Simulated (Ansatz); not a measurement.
The structure is an experimental refinement, used without relaxation. The listed cell was then made from it by scaling, straining or moving an atom.

An input for Bi: DFT, PBEsol, all-electron LAPW, scalar-relativistic (Ansatz 0.2.0).

Command: `ansatz run input.yaml --threads 1 --pin off --max-ram 3072MiB --backend cpu --events-out ev --progress --plain --runs-dir out` The run took 3.4 min on 1 thread of Arm Neoverse V1 (shared host), peak memory 1.4 GiB.

```yaml
crystal:
  lattice:
    - [3.321003, -3.0387186, 0.0014044]
    - [3.351557, 3.0720814, 0.0319584]
    - [-1.13551545, 0.00970965, 3.0871551]
  atoms:
    - { symbol: Bi, position: [0.2518, 0.2518, 0.149] }
    - { symbol: Bi, position: [0.7482, 0.7482, 0.851] }
kpoints:
  mp_grid: { grid: [8, 8, 11] }
  band_path:
    path:
      - [0.0, 0.0, 0.0]
      - [0.0, 0.5, 0.0]
      - [0.5, 0.0, 0.0]
      - [0.0, 0.0, 0.0]
      - [0.0, 0.0, -0.5]
      - [0.5, 0.5, -0.5]
      - [0.0, 0.0, 0.0]
      - [0.5, 0.0, -0.5]
      - [0.0, 0.5, -0.5]
    npoints: 5
scf:
  occupations: { method: fermi_dirac, width: 0.05 }
hamiltonian:
  xc: pbesol
  pseudopotentials: { kind: all_electron, lapw: { basis_error: 0.00025 } }
output:
  forces: true
  stress: true
  eigenvalues: true
```

Set-up and iterations as logged by Ansatz (the results part is left out, to be predicted):

```
LAPW: plane waves up to 7.756 Å⁻¹, error target 2.5e-4 eV per atom; small_component_spin mean_spin; Bi in spheres of 1.582 Å, 37 of its electrons in bands, Dirac shells []
Engine: ansatz 0.2.0
Pseudopotentials: kind: all_electron
Pseudopotential: Bi, LAPW, valence charge 37, Koelling and Harmon's equation, gaussian nucleus
Functional definition: PBEsol
  exchange = pbesol_x
  correlation = pbesol_c
Crystal: 2 atoms, lattice volume = 63.051 Å³
Basis set: ecut = 229.187060327173 eV, 497 PW (Γ), exchange–correlation at level 2
Bands: 45, of which v1, the nominal top of the filled ones, is band 37 counted from 1 (36 counted from 0)
Symmetry: 2 space group operations
Space group: P-1 (ITA 2), of the structure as read, at distance tolerance 4.0e-5 Å
k-points: 354 of 704
Non-local potential: Bi, projectors of the file, none
Initial density: superposition of atomic densities (chi_scale 0.1, normalization cell)
Initial wavefunctions: plane waves of lowest kinetic energy (no species holds an atomic orbital)
Functional: x = pbesol(κ = 0.804, μ = 0.12345679012345678), c = pbesol(β = 0.046)
iter 1 solved again at ethr=3.02e-5 eV; its pass at ethr=1.00e-1 eV (dr2=2.23e-2 eV) is discarded
SCF iter   1: F=—  HF=-1171102.881974 eV  |F-HF|=—  |Δ(HF+E_count)|=         —  Δρ=6.97e-3  dr2=2.25e-2  ethr=3.02e-5  ⟨swp⟩=3.1  Hψ=101115  notcnv=0
iter 2 solved again at ethr=4.25e-7 eV; its pass at ethr=3.02e-5 eV (dr2=3.15e-4 eV) is discarded
SCF iter   2: F=—  HF=-1171102.876628 eV  |F-HF|=—  |Δ(HF+E_count)|=   5.35e-3  Δρ=9.78e-4  dr2=3.15e-4  ethr=4.25e-7  ⟨swp⟩=2.0  Hψ=78991  notcnv=0
SCF iter   3: F=—  HF=-1171102.872670 eV  |F-HF|=—  |Δ(HF+E_count)|=   3.96e-3  Δρ=4.40e-4  dr2=7.44e-5  ethr=4.25e-7  ⟨swp⟩=3.0  Hψ=51146  notcnv=0
SCF iter   4: F=—  HF=-1171102.871179 eV  |F-HF|=—  |Δ(HF+E_count)|=   1.49e-3  Δρ=1.51e-4  dr2=9.67e-6  ethr=1.01e-7  ⟨swp⟩=2.0  Hψ=46452  notcnv=0
SCF iter   5: F=—  HF=-1171102.871075 eV  |F-HF|=—  |Δ(HF+E_count)|=   1.04e-4  Δρ=4.44e-5  dr2=7.36e-7  ethr=1.31e-8  ⟨swp⟩=2.9  Hψ=47071  notcnv=0
SCF iter   6: F=—  HF=-1171102.871072 eV  |F-HF|=—  |Δ(HF+E_count)|=   3.22e-6  Δρ=6.11e-6  dr2=2.18e-8  ethr=9.95e-10  ⟨swp⟩=3.0  Hψ=47491  notcnv=0
SCF iter   7: F=-1171102.871072 eV  HF=-1171102.871072 eV  |F-HF|=3.96e-9  |Δ(HF+E_count)|=   3.28e-8  Δρ=1.80e-6  dr2=2.78e-9  ethr=2.94e-11  ⟨swp⟩=2.8  Hψ=46891  notcnv=0
```

(1) What pressure will this run report?

(2) How large will the largest force be?

(3) Is there a band gap?

Answers

(1) 1.22 GPa (positive in compression).

(2) 0.087 eV/Å.

(3) none: bands cross the Fermi level, a metal.
